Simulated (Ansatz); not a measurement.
SiNi in space group P2_13 (No. 198; Si on 4a, Ni on 4a) under volume change, DFT-r²SCAN in the program Ansatz with PAW potentials, shape and atoms relaxed at each volume.

| V (Å³/atom) | E − E(relaxed) (meV/atom) | P (GPa) |
|---|---|---|
| 10.121 | (withheld) | (withheld) |
| 10.455 | 28.9 | 14.70 |
| 10.789 | (withheld) | (withheld) |
| 11.122 | 0.0 | 0.02 |
| 11.456 | 6.0 | -5.59 |
| 11.790 | 22.6 | -10.24 |
| 12.123 | 48.1 | -14.07 |

What belongs in the gaps?


- 10.121, E − E(relaxed) (meV/atom): 69.1
- 10.121, P (GPa): 24.18
- 10.789, E − E(relaxed) (meV/atom): 6.8
- 10.789, P (GPa): 6.72

What does a third-order Birch–Murnaghan fit give for V₀, B₀ and B′?

V₀ = 11.12 Å³/atom, B₀ = 203 GPa, B′ = 4.9.

The first step of the workflow began from a Materials Project structure, measured or hypothetical; the Crystallography Open Database copy checked does not list it. It is not the phase usual at ambient conditions (space group No. 62). The cell was relaxed with r²SCAN under the symmetry of its start; whether a distortion lowers the energy is not shown. The run is not spin-polarised.

Potentials: the later of the program's two PAW sets.
